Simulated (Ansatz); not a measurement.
Relaxed-ion elastic tensor of Zr (hcp (Mg type), P6_3/mmc) in GPa (Voigt order), r²SCAN+D4 in the plane-wave PAW code Ansatz; density 6.47 g/cm³, 23.41 Å³ per atom.

|  | 1 | 2 | 3 | 4 | 5 | 6 |
|---|---|---|---|---|---|---|
| 1 | 146 | 71.5 | 63.3 | 0.0 | 0.0 | 0.0 |
| 2 | 71.5 | 146 | 63.3 | 0.0 | 0.0 | 0.0 |
| 3 | 63.3 | 63.3 | 170 | 0.0 | 0.0 | 0.0 |
| 4 | 0.0 | 0.0 | 0.0 | 31.2 | 0.0 | 0.0 |
| 5 | 0.0 | 0.0 | 0.0 | 0.0 | 31.2 | 0.0 |
| 6 | 0.0 | 0.0 | 0.0 | 0.0 | 0.0 | 37.4 |

Is the crystal mechanically stable?

Yes: the smallest eigenvalue of C is 31.2 GPa.

Work out the Voigt, Reuss and Hill averages.

K_V = 95.5, K_R = 95.3, K_H = 95.4; G_V = 37.6, G_R = 36.4, G_H = 37.0 GPa.

Give Young's modulus, Poisson's ratio, Pugh's ratio and the universal anisotropy index.

E = 9KG/(3K + G) = 98.3 GPa; ν = 0.33; K/G = 2.58 (ductile by the Pugh limit of 1.75); A_U = 5G_V/G_R + K_V/K_R − 6 = 0.17.

Estimate the sound speeds and the Debye temperature.

v_l = √((K + 4G/3)/ρ) = 4730 m/s, v_t = √(G/ρ) = 2390 m/s, mean 2680 m/s; Θ = (h/k)(3n/4πV)^(1/3) v_m = 279 K.

How much does each axis shrink under pressure?

Linear compressibilities β_i = Σ_j S_ij (j = 1 to 3): x 3.7, y 3.7, z 3.1 per TPa.

Symmetry was held in the r²SCAN+D4 relaxation. The run is not spin-polarised. The pairwise dispersion correction was not fitted to metals. As this level gives no gap, shear constants depend on the k-mesh and smearing (Fermi–Dirac, 0.1 eV here).

Potentials: the earlier of the program's two PAW sets.
